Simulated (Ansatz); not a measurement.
Here is the system:

MnF₂:
```cif
data_F4Mn2
_chemical_formula_sum 'Mn2 F4'
_space_group_name_H-M_alt 'P 1'
_space_group_IT_number 1
_cell_length_a 4.85358
_cell_length_b 4.85358
_cell_length_c 3.27309
_cell_angle_alpha 90.000
_cell_angle_beta 90.000
_cell_angle_gamma 90.000
loop_
_space_group_symop_operation_xyz
  'x, y, z'
loop_
_atom_site_label
_atom_site_type_symbol
_atom_site_fract_x
_atom_site_fract_y
_atom_site_fract_z
_atom_site_occupancy
Mn1 Mn 0.00000 0.00000 0.00000 1
Mn2 Mn 0.50000 0.50000 0.50000 1
F1 F 0.69691 0.69691 0.00000 1
F2 F 0.80309 0.19691 0.50000 1
F3 F 0.30309 0.30309 0.00000 1
F4 F 0.19691 0.80309 0.50000 1
```
Starting moments (μB, in the order of the atoms Mn Mn F F F F): 4.7 -4.7 0.0 0.0 0.0 0.0.

This is the PBEsol-relaxed structure.

All from PBEsol in the plane-wave PAW code Ansatz, unless another level is named. Give the smallest direct gap on the standard path.

2.11 eV.

Give the band gap.

2.04 eV (indirect).

And the weight of the valence-edge state by species (Voronoi cells)?

Mn 76 %, F 24 %.

Predict the weight of the conduction-edge state by species (Voronoi cells).

F 68 %, Mn 32 %.

Give the conduction-band minimum.

at Γ.

Space group P4_2/mnm (rutile). Symmetry was held in the PBEsol relaxation, as lowered by the spin order; of distortions, only those at the zone centre were tested. The final state is antiferromagnetic, chosen from 5 collinear starts compared on coarse meshes (ties went to the first, and starts can fall back to one state), not a proven ground state. No Hubbard U is applied. Point labels and valley counts follow the cell and symmetry of the run, lower than the named group.

Potentials: the later of the program's two PAW sets.
